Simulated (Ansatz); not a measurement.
Relaxed LiF (rock salt):

```yaml
crystal:
  lattice:
    - [0.00000, 2.00386, 2.00386]
    - [2.00386, 0.00000, 2.00386]
    - [2.00386, 2.00386, 0.00000]
  atoms:
    - { symbol: F, position: [0.00000, 0.00000, 0.00000] }
    - { symbol: Li, position: [0.50000, 0.50000, 0.50000] }
```

In each cell atom 1 (F, nearest neighbour Li at 2.004 Å; its periodic images, 2.8 Å or more away, move with it) moves by s·(0.577, 0.577, 0.577) (along Cartesian [111]), the rest being held.

These are PBEsol (plane waves to 420 eV, PAW, scalar-relativistic; Ansatz, a first-principles code) values and carry that method's errors. k mesh 11×11×11 (Γ-centred), Fermi-Dirac smearing 0.05 eV. The energy includes the smearing's −TS. LiF was relaxed with its symmetry unable to fall. ΔE is measured from the undisplaced structure.

| s (Å) | ΔE (meV/cell) |
|---|---|
| -0.200 | 33.6 |
| -0.160 | 21.5 |
| -0.120 | 12.1 |
| -0.080 | withheld |
| -0.040 | 1.3 |
| 0.000 | 0.0 |
| 0.040 | 1.3 |
| 0.080 | withheld |
| 0.120 | 12.1 |
| 0.160 | 21.5 |
| 0.200 | 33.6 |

Question: Fit an even polynomial form (powers 2, 4) to the given rows and predict ΔE at s = 0.080.

Answer: Least squares on the 9 given rows: ΔE = (839.6)·s² + (10.79)·s⁴, in meV/cell with s in Å; root-mean-square residual 0.02 meV/cell. At 0.080 the fit gives 5.4 meV/cell; the calculation gives 5.4 meV/cell, the same to the digits shown. The quadratic term alone would give 5.4 meV/cell.

(For displaced atoms, the force is minus the slope of the energy, and its curvature is a force constant, which sets phonon frequencies.)
